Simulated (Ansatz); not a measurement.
Ansatz (a program for electronic structure) input:

Ansatz 0.2 input:
```yaml
crystal:
  lattice:
    - [2.8322684398, 0.0, 0.0]
    - [0.0, 2.8322684398, 0.0]
    - [0.0, 0.0, 2.8322684398]
  atoms:
    - { symbol: Al, position: [0.5, 0.5, 0.5] }
    - { symbol: Ni, position: [0.0, 0.0, 0.0] }
kpoints:
  mp_grid: { grid: [30, 30, 30] }
hamiltonian:
  xc: lda
  pseudopotentials: { azcp: { folder: ./paw }, kind: paw }
scf:
  occupations: { method: fermi_dirac, width: 0.1 }
elastic: { mode: relaxed_ion, stencil: two_point, amplitude: 0.005, f_tol: 0.0005 }
```

Output (shortened):

```
Pseudopotential: Al, paw, valence charge 3
Pseudopotential: Ni, paw, valence charge 18
Functional definition: SPW92
Crystal: 2 atoms, lattice volume = 22.720 Å³
Basis set: ecut = 420 eV, 461 PW (Γ)
Bands: 15, of which v1, the nominal top of the filled ones, is band 11 counted from 1 (10 counted from 0)
Symmetry: 48 space group operations
Space group: Pm-3m (ITA 221), of the structure as read, at distance tolerance 2.8e-5 Å
k-points: 816 of 27000
SCF iter   1: F=—  HF=-6288.068169 eV  |F-HF|=—  |Δ(HF+E_count)|=         —  Δρ=7.26e-2  dr2=1.29e0  ethr=3.10e-3  ⟨swp⟩=4.1  Hψ=54379  notcnv=0
preconditioner: auto → none
SCF iter   2: F=—  HF=-6287.895617 eV  |F-HF|=—  |Δ(HF+E_count)|=   1.73e-1  Δρ=5.70e-2  dr2=8.20e-1  ethr=3.10e-3  ⟨swp⟩=2.0  Hψ=22149  notcnv=0  defer=58
SCF iter   3: F=—  HF=-6287.698974 eV  |F-HF|=—  |Δ(HF+E_count)|=   1.97e-1  Δρ=1.65e-2  dr2=6.31e-2  ethr=3.10e-3  ⟨swp⟩=2.0  Hψ=15691  notcnv=0  defer=58
SCF iter   4: F=—  HF=-6287.686910 eV  |F-HF|=—  |Δ(HF+E_count)|=   1.21e-2  Δρ=4.42e-3  dr2=2.45e-3  ethr=3.01e-4  ⟨swp⟩=2.0  Hψ=21977  notcnv=0  defer=53
SCF iter   5: F=—  HF=-6287.686919 eV  |F-HF|=—  |Δ(HF+E_count)|=   9.30e-6  Δρ=1.70e-3  dr2=3.05e-4  ethr=1.17e-5  ⟨swp⟩=2.2  Hψ=17147  notcnv=0  defer=53
SCF iter   6: F=—  HF=-6287.686831 eV  |F-HF|=—  |Δ(HF+E_count)|=   8.85e-5  Δρ=4.50e-4  dr2=2.26e-5  ethr=1.45e-6  ⟨swp⟩=2.4  Hψ=18213  notcnv=0  defer=53
SCF iter   7: F=—  HF=-6287.686822 eV  |F-HF|=—  |Δ(HF+E_count)|=   8.63e-6  Δρ=5.88e-5  dr2=4.01e-7  ethr=1.07e-7  ⟨swp⟩=2.3  Hψ=17250  notcnv=0  defer=53
SCF iter   8: F=—  HF=-6287.686836 eV  |F-HF|=—  |Δ(HF+E_count)|=   1.37e-5  Δρ=4.22e-6  dr2=2.33e-9  ethr=1.91e-9  ⟨swp⟩=2.3  Hψ=17591  notcnv=0  defer=53
SCF iter  10: F=-6287.686836 eV  HF=-6287.686836 eV  |F-HF|=9.09e-13  |Δ(HF+E_count)|=  9.09e-13  Δρ=4.14e-9  dr2=1.69e-15  ethr=1.00e-12  ⟨swp⟩=3.4  Hψ=49267  notcnv=0
SCF 1 converged in 10 iterations: F = -6287.686836 eV  dr2 = 1.69e-15
Crystal: 2 atoms, lattice volume = 22.606 Å³
Symmetry: 16 space group operations
k-points: 2176 of 27000
iter 1 solved again at ethr=7.30e-7 eV; its pass at ethr=3.10e-3 eV (dr2=1.53e-4 eV) is discarded
SCF iter   1: F=—  HF=-6287.686387 eV  |F-HF|=—  |Δ(HF+E_count)|=         —  Δρ=1.06e-3  dr2=1.50e-4  ethr=7.30e-7  ⟨swp⟩=2.0  Hψ=189744  notcnv=0
preconditioner: auto → none
SCF iter   2: F=—  HF=-6287.686370 eV  |F-HF|=—  |Δ(HF+E_count)|=   1.65e-5  Δρ=2.11e-4  dr2=4.92e-6  ethr=7.15e-7  ⟨swp⟩=1.3  Hψ=34823  notcnv=0
SCF iter   3: F=—  HF=-6287.686361 eV  |F-HF|=—  |Δ(HF+E_count)|=   9.79e-6  Δρ=5.81e-5  dr2=3.48e-7  ethr=2.34e-8  ⟨swp⟩=2.5  Hψ=45448  notcnv=0
SCF iter   4: F=—  HF=-6287.686378 eV  |F-HF|=—  |Δ(HF+E_count)|=   1.71e-5  Δρ=1.74e-5  dr2=3.36e-8  ethr=1.66e-9  ⟨swp⟩=2.4  Hψ=49283  notcnv=0
SCF iter   5: F=—  HF=-6287.686378 eV  |F-HF|=—  |Δ(HF+E_count)|=  3.18e-11  Δρ=1.18e-6  dr2=1.42e-10  ethr=1.60e-10  ⟨swp⟩=1.0  Hψ=32897  notcnv=0
SCF iter   6: F=—  HF=-6287.686378 eV  |F-HF|=—  |Δ(HF+E_count)|=  1.46e-11  Δρ=8.12e-8  dr2=5.89e-13  ethr=6.77e-13 (applied; sched 1.00e-12)  ⟨swp⟩=2.4  Hψ=52756  notcnv=0
SCF iter   7: F=-6287.686378 eV  HF=-6287.686378 eV  |F-HF|=0.00e0  |Δ(HF+E_count)|=    0.00e0  Δρ=1.85e-8  dr2=4.26e-14  ethr=1.00e-12  ⟨swp⟩=4.1  Hψ=111190  notcnv=0
SCF 2 converged in 7 iterations: F = -6287.686378 eV  dr2 = 4.26e-14
Crystal: 2 atoms, lattice volume = 22.833 Å³
iter 1 solved again at ethr=5.88e-9 eV; its pass at ethr=3.10e-3 eV (dr2=1.23e-6 eV) is discarded
SCF iter   1: F=—  HF=-6287.686414 eV  |F-HF|=—  |Δ(HF+E_count)|=         —  Δρ=4.87e-4  dr2=1.24e-6  ethr=5.88e-9  ⟨swp⟩=2.1  Hψ=171298  notcnv=0  defer=1
preconditioner: auto → none
SCF iter   2: F=—  HF=-6287.686434 eV  |F-HF|=—  |Δ(HF+E_count)|=   1.96e-5  Δρ=2.43e-4  dr2=2.89e-7  ethr=5.88e-9  ⟨swp⟩=1.0  Hψ=32558  notcnv=0  defer=1
SCF iter   3: F=—  HF=-6287.686440 eV  |F-HF|=—  |Δ(HF+E_count)|=   6.52e-6  Δρ=7.48e-6  dr2=3.02e-9  ethr=1.37e-9  ⟨swp⟩=1.0  Hψ=32558  notcnv=0  defer=1
SCF iter   4: F=—  HF=-6287.686440 eV  |F-HF|=—  |Δ(HF+E_count)|=   2.52e-9  Δρ=6.10e-7  dr2=4.31e-11  ethr=1.44e-11  ⟨swp⟩=2.3  Hψ=48092  notcnv=0  defer=1
SCF iter   5: F=—  HF=-6287.686440 eV  |F-HF|=—  |Δ(HF+E_count)|=  1.82e-12  Δρ=6.33e-8  dr2=3.94e-13  ethr=2.05e-13 (applied; sched 1.00e-12)  ⟨swp⟩=1.1  Hψ=33961  notcnv=0  defer=25
SCF iter   6: F=-6287.686440 eV  HF=-6287.686440 eV  |F-HF|=1.82e-12  |Δ(HF+E_count)|=  3.64e-12  Δρ=2.09e-9  dr2=3.00e-16  ethr=1.00e-12  ⟨swp⟩=4.0  Hψ=106926  notcnv=0
SCF 3 converged in 6 iterations: F = -6287.686440 eV  dr2 = 3.00e-16
Crystal: 2 atoms, lattice volume = 22.720 Å³
Symmetry: 8 space group operations
k-points: 3856 of 27000
iter 1 solved again at ethr=6.40e-8 eV; its pass at ethr=3.10e-3 eV (dr2=1.34e-5 eV) is discarded
SCF iter   1: F=—  HF=-6287.686589 eV  |F-HF|=—  |Δ(HF+E_count)|=         —  Δρ=3.41e-4  dr2=2.04e-5  ethr=6.40e-8  ⟨swp⟩=2.8  Hψ=330496  notcnv=0  defer=1
preconditioner: auto → none
SCF iter   2: F=—  HF=-6287.686592 eV  |F-HF|=—  |Δ(HF+E_count)|=   2.87e-6  Δρ=1.36e-4  dr2=3.19e-6  ethr=6.40e-8  ⟨swp⟩=1.1  Hψ=59402  notcnv=0  defer=1
SCF iter   3: F=—  HF=-6287.686581 eV  |F-HF|=—  |Δ(HF+E_count)|=   1.12e-5  Δρ=4.67e-6  dr2=1.27e-9  ethr=1.52e-8  ⟨swp⟩=2.1  Hψ=77849  notcnv=0  defer=1
SCF iter   4: F=—  HF=-6287.686600 eV  |F-HF|=—  |Δ(HF+E_count)|=   1.98e-5  Δρ=7.23e-7  dr2=4.57e-11  ethr=6.05e-12  ⟨swp⟩=2.1  Hψ=97229  notcnv=0  defer=1
SCF iter   5: F=—  HF=-6287.686600 eV  |F-HF|=—  |Δ(HF+E_count)|=  6.37e-12  Δρ=3.71e-7  dr2=1.50e-11  ethr=2.18e-13 (applied; sched 1.00e-12)  ⟨swp⟩=2.6  Hψ=95785  notcnv=0  defer=32
SCF iter   6: F=-6287.686600 eV  HF=-6287.686600 eV  |F-HF|=2.73e-12  |Δ(HF+E_count)|=  9.09e-13  Δρ=2.79e-8  dr2=4.26e-14  ethr=1.00e-12  ⟨swp⟩=3.3  Hψ=231199  notcnv=0
SCF 4 converged in 6 iterations: F = -6287.686600 eV  dr2 = 4.26e-14
Crystal: 2 atoms, lattice volume = 22.720 Å³
iter 1 solved again at ethr=1.87e-11 eV; its pass at ethr=3.10e-3 eV (dr2=3.92e-9 eV) is discarded
SCF iter   1: F=—  HF=-6287.686600 eV  |F-HF|=—  |Δ(HF+E_count)|=         —  Δρ=4.98e-6  dr2=3.95e-9  ethr=1.87e-11  ⟨swp⟩=2.7  Hψ=338605  notcnv=0  defer=1
preconditioner: auto → none
SCF iter   2: F=—  HF=-6287.686600 eV  |F-HF|=—  |Δ(HF+E_count)|=  9.54e-10  Δρ=2.12e-6  dr2=6.60e-10  ethr=1.87e-11  ⟨swp⟩=1.0  Hψ=57699  notcnv=0  defer=1
SCF iter   3: F=—  HF=-6287.686600 eV  |F-HF|=—  |Δ(HF+E_count)|=  1.26e-10  Δρ=1.40e-7  dr2=2.12e-12  ethr=3.15e-12  ⟨swp⟩=2.3  Hψ=83935  notcnv=0  defer=1
SCF iter   4: F=—  HF=-6287.686600 eV  |F-HF|=—  |Δ(HF+E_count)|=  2.73e-12  Δρ=1.56e-7  dr2=2.75e-12  ethr=1.00e-12  ⟨swp⟩=4.9  Hψ=206301  notcnv=0
SCF iter   5: F=-6287.686600 eV  HF=-6287.686600 eV  |F-HF|=9.09e-13  |Δ(HF+E_count)|=    0.00e0  Δρ=1.52e-8  dr2=3.23e-14  ethr=1.00e-12  ⟨swp⟩=3.0  Hψ=217565  notcnv=0
SCF 5 converged in 5 iterations: F = -6287.686600 eV  dr2 = 3.23e-14
SCF converged after 10 iterations
Free energy (F): -6287.686836 eV
Harris-Foulkes:  -6287.686836 eV  (|F-HF|=9.09e-13)
Internal energy: -6287.660737 eV  (E = F + TS)
E sigma→0 (E₀):  -6287.673786 eV
Entropy (-TS):   -0.026099 eV (-13.049 meV/atom)
Fermi energy:    14.432167 eV
--- Per-component energies (eV) ---
  E_band       = -326.403099
  E_kinetic    = 370.907579
  E_local      = -3680.266327  (includes V_loc(G=0)·N_el)
  E_nonlocal   = -101.808435
  E_hartree    = 1934.987704
  E_xc         = -152.422081
  E_vxc        = -178.679221  (∫ρ·V_xc dr)
  E_paw        = -2037.585552  (= ΣΔE_a)
  E_vpaw       = -606.533039  (= ΣTr[D̂ρ^β])
  E_aug_tail   = 0.000937  (compensation charges beyond the density's cutoff)
  E_ewald      = -2621.964398
  E_core_change = 0.489838  (= ΣΔE_core)
  E_smearing   = -0.026099  (= −TS)
  E_closure    = 0.000000  (closes the sum)
  Σ components = -6287.686836   (vs F -6287.686836, Δ=0.00e0)
  [band-id]    e_kinetic+e_local+e_nonlocal+2·e_hartree+e_vxc+e_vpaw+e_augmentation_tail = -326.403099   (vs E_band -326.403099, Δ=-1.50e-7)
--- Forces (eV/Å), atoms counted from 1 ---
  atom   1  Al     0.00000000     0.00000000     0.00000000
  atom   2  Ni     0.00000000     0.00000000     0.00000000
  max |Σ_I F_I| component: 0.0 eV/Å
--- Stress (GPa, compression-positive) ---
        0.037501       0.000000       0.000000
        0.000000       0.037501       0.000000
        0.000000       0.000000       0.037501
  P = ⅓ Tr σ = 0.0375 GPa (0.375 kbar)
--- Band table (eV; the first three rows and the last of 816) ---
  k-point 0: bands = ["-88.1928", "-49.0243", "-49.0243", "-49.0243", "2.9350", "10.9151", "10.9151", "12.7571", "12.7571", "12.7571", "20.0908", "20.0908", "20.0908", "22.7666", "22.7666"]
  k-point 1: bands = ["-88.1928", "-49.0246", "-49.0243", "-49.0243", "2.9563", "10.9144", "10.9204", "12.7473", "12.7473", "12.7582", "19.8196", "20.1189", "20.1189", "22.7669", "23.0187"]
  k-point 2: bands = ["-88.1927", "-49.0256", "-49.0242", "-49.0242", "3.0199", "10.9110", "10.9358", "12.7186", "12.7186", "12.7613", "19.1999", "20.2026", "20.2026", "22.7675", "23.5773"]
  k-point 815: bands = ["-88.1869", "-49.0482", "-49.0482", "-49.0482", "10.0540", "10.0540", "10.0540", "13.3609", "13.3609", "16.3676", "16.3676", "16.3676", "18.4727", "19.1518", "19.1518"]
--- Elastic constants: 2 strain directions × 2 members + reference (group order 48) ---
  dense FFT box of the reference and of every strained cell: 20×20×20
  strains applied: 11, 23; error gains: componentwise 1.00 (the most a stress slope's error grows in a printed constant), spectral 1.73 (1 for all six strains …
  C = ∂σ_k/∂η_j (tension-positive GPa; Voigt order 11 22 33 23 13 12):
       241.168    157.973    157.973      0.000      0.000      0.000
       157.973    241.168    157.973      0.000      0.000      0.000
       157.973    157.973    241.168      0.000      0.000      0.000
         0.000      0.000      0.000    133.219      0.000      0.000
         0.000      0.000      0.000      0.000    133.219      0.000
         0.000      0.000      0.000      0.000      0.000    133.219
  reference stress σ⁰ (GPa):     -0.038     -0.038     -0.038      0.000      0.000      0.000
  C* (energy form; C + prestress term) asymmetry max|C*_kj − C*_jk| = 2.842e-14 GPa — a small one proves nothing (zero by symmetry where the batch's group is …
  moduli (Voigt/Reuss/Hill, GPa): K = 185.70/185.70/185.70   G = 96.57/70.82/83.70   E = 218.29   ν = 0.304
  mechanically stable: yes (min eigenvalue of sym C = 83.19 GPa)
  where every solve meets its electron count the energy-path curvature estimates C_jj along a normal strain and C_jj − ¼(σ⁰_aa + σ⁰_bb) along a shear (ab), of …
  strain η (Voigt 11):  stress-route row diagonal C_11 = 241.17 GPa, energy-path curvature d²(F+E_count+ΔE)/dδ²/Ω₀ = 241.16 GPa
         δ    σ_11 (GPa)             F (eV)   n_scf  n_hpsi   n_pw
    -5.000e-3      -1.2670       -6287.6863777       7  550793    461   relax 0 steps, max|allowed force component| 0.0 eV/Å
     5.000e-3       1.1446       -6287.6864403       6  460051    466   relax 0 steps, max|allowed force component| 0.0 eV/Å
  strain η (Voigt 23):  stress-route row diagonal C_44 = 133.22 GPa, energy-path curvature d²(F+E_count+ΔE)/dδ²/Ω₀ = 133.24 GPa
         δ    σ_23 (GPa)             F (eV)   n_scf  n_hpsi   n_pw
    -5.000e-3      -0.6661       -6287.6866003       6  953378    466   relax 0 steps, max|allowed force component| 0.0 eV/Å
     5.000e-3       0.6661       -6287.6866003       5  965541    466   relax 0 steps, max|allowed force component| 0.0 eV/Å
```

Cost: very roughly 7 core-minutes on shared cores.

Symmetry was held in the LDA relaxation. The run is not spin-polarised. As this level gives no gap, shear constants depend on the k-mesh and smearing (Fermi–Dirac, 0.1 eV here).

Potentials: the earlier of the program's two PAW sets. The files were generated under PBE; for other functionals the program regenerates the frozen cores, and for LDA and PBEsol the local potential too.

Ansatz is a plane-wave DFT program.
